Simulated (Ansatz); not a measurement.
Molecular dynamics on a 2×2×1 supercell (16 atoms) of CdCP₂ (ordering on zincblende), relaxed with r2SCAN. Forces come from PBEsol in Ansatz 0.2.0: constant energy and volume (NVE), velocities drawn at 600 K, steps of 2 fs. Computed, non-magnetic; the trajectory is short and the cell small, so nothing here is a converged average. The structure comes from a prototype and may be hypothetical.

```yaml
crystal:
  lattice:
    - [6.6096883275, 0.0, 0.0]
    - [0.0, 6.6096883275, 0.0]
    - [0.0, 0.0, 5.9718372581]
  atoms:
    - { symbol: Cd, position: [0.0, 0.0, 0.0] }
    - { symbol: P, position: [0.0, 0.25, 0.3265445761] }
    - { symbol: C, position: [0.25, 0.25, 0.5] }
    - { symbol: P, position: [0.25, 0.0, 0.6734554239] }
    - { symbol: Cd, position: [0.0, 0.5, 0.0] }
    - { symbol: P, position: [0.0, 0.75, 0.3265445761] }
    - { symbol: C, position: [0.25, 0.75, 0.5] }
    - { symbol: P, position: [0.25, 0.5, 0.6734554239] }
    - { symbol: Cd, position: [0.5, 0.0, 0.0] }
    - { symbol: P, position: [0.5, 0.25, 0.3265445761] }
    - { symbol: C, position: [0.75, 0.25, 0.5] }
    - { symbol: P, position: [0.75, 0.0, 0.6734554239] }
    - { symbol: Cd, position: [0.5, 0.5, 0.0] }
    - { symbol: P, position: [0.5, 0.75, 0.3265445761] }
    - { symbol: C, position: [0.75, 0.75, 0.5] }
    - { symbol: P, position: [0.75, 0.5, 0.6734554239] }
kpoints:
  mp_grid: { grid: [2, 2, 2] }
hamiltonian:
  xc: pbesol
scf:
  occupations: { method: fermi_dirac, width: 0.052 }
md:
  ensemble: nve
  temperature: 600
  timestep: 2.0
  n_steps: 30
  initial_velocities: maxwell_boltzmann
  seed: 4538
```

Run as `ansatz run input.yaml --threads 4 --pin off --max-ram 3686MiB --backend cpu --events-out ev --progress --plain --runs-dir out`. It took 62 s on 4 threads of Arm Neoverse V1, on a shared host, load about 0.6 per core; peak host memory 0.89 GiB.

```tsv
step	t (fs)	T (K)	free energy F from step 0 (meV/atom)	kinetic energy (meV/atom)	largest force (eV/Å)
0	0	600	0.0	72.7	0.61
1	2	584	2.0	70.7	0.85
2	4	556	5.4	67.4	1.05
3	6	520	9.8	63.0	1.23
4	8	477	15.0	57.8	1.40
5	10	432	20.4	52.4	1.56
6	12	390	25.6	47.3	1.69
7	14	354	29.9	42.9	1.83
8	16	330	33.0	39.9	1.90
9	18	318	34.3	38.6	1.90
10	20	321	34.0	38.9	1.89
11	22	335	32.2	40.6	1.84
12	24	357	29.5	43.3	1.75
13	26	381	26.6	46.2	1.65
14	28	401	24.1	48.6	1.63
15	30	414	22.6	50.1	1.59
16	32	415	22.4	50.3	1.53
17	34	405	23.6	49.1	1.45
18	36	388	25.7	47.0	1.39
19	38	367	28.3	44.5	1.62
20	40	349	30.5	42.3	1.81
21	42	338	31.9	40.9	1.90
22	44	334	32.3	40.5	1.88
23	46	339	31.7	41.1	1.73
24	48	348	30.6	42.2	1.91
25	50	361	29.1	43.7	2.13
26	52	373	27.6	45.2	2.21
27	54	382	26.4	46.3	2.14
28	56	387	25.9	46.9	1.92
29	58	384	26.2	46.5	1.59
30	60	374	27.4	45.3	1.62
```

The temperature starts at 600 K, is lowest at step 9 (318 K, 18 fs) and ends at 374 K. The atoms start on their lattice sites with kinetic energy alone, so much of it first passes into potential energy. The conserved energy stays within 0.21 meV an atom. By the last step the atoms have moved 0.23 Å in the root mean square, the drift of the whole cell taken out, 0.38 Å at most.

Positions (Å) and forces (eV/Å) at step 30:
```
Cd  -0.076  -0.081  -0.146     0.093   0.081   0.189
P   -0.062   1.592   2.104    -0.110  -0.109  -0.772
C    1.627   1.406   3.033     0.251   0.804  -0.149
P    1.763  -0.153   4.022    -0.197   0.381   1.123
Cd   0.072   3.320  -0.019     0.002   0.041   0.429
P    0.190   5.108   2.064    -1.021   0.170  -1.058
C    1.748   4.999   2.968    -0.076  -0.249   0.297
P    1.591   3.174   3.883    -0.073  -0.724   0.516
Cd   3.333  -0.017   0.180    -0.153  -0.187  -0.206
P    3.259   1.663   2.029     0.209   0.276   0.049
C    4.867   1.884   3.100    -0.301  -0.149  -0.785
P    4.730   0.257   4.000    -0.054  -0.117   0.249
Cd   3.375   3.279  -0.093    -0.723  -0.153   0.594
P    3.287   4.817   2.027     0.905   0.128  -1.343
C    4.687   5.273   3.031     0.726  -0.556   0.895
P    4.843   3.632   3.973     0.523   0.364  -0.027
```
